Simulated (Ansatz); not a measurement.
Data:

Ti₃AlC₂:
```
Ti3AlC2
1.0
    3.05082     0.00000     0.00000
   -1.52541     2.64209     0.00000
    0.00000     0.00000    18.49798
Ti Al C
6 2 4
Cartesian
  1.52541   0.88070   6.90192
  0.00000   1.76139  11.59606
  0.00000   1.76139  16.15091
  1.52541   0.88070   2.34707
  0.00000   0.00000   9.24899
  0.00000   0.00000   0.00000
  0.00000   0.00000  13.87349
  0.00000   0.00000   4.62450
  0.00000   1.76139   7.96910
  1.52541   0.88070  10.52888
  1.52541   0.88070  17.21810
  0.00000   1.76139   1.27989
```

This is the PBEsol-relaxed structure. Cartesian axes are those of the cell as given.

Problem. All from PBEsol in the plane-wave PAW code Ansatz, unless another level is named. Predict the Debye temperature from the elastic constants.

Solution. 791 K.

Problem. Predict the highest zone-centre frequency.

Solution. 83.4 meV.

Problem. What about the elastic constants (relaxed ions, GPa)?

Solution. C11 = 372, C12 = 81.3, C13 = 74.8, C33 = 310, C44 = 129.

Space group P6_3/mmc. The workflow started from a Materials Project entry (that database holds measured and hypothetical structures alike); the Crystallography Open Database files this formula in space group No. 194, but the cells were not matched. Its standing as an ambient phase is unchecked. The PBEsol relaxation kept the symmetry of its start; whether a distortion lowers the energy is not shown. No spin polarisation was allowed. As this level gives no gap, shear constants depend on the k-mesh and smearing (Fermi–Dirac, 0.1 eV here).

Potentials: the later of the program's two PAW sets.
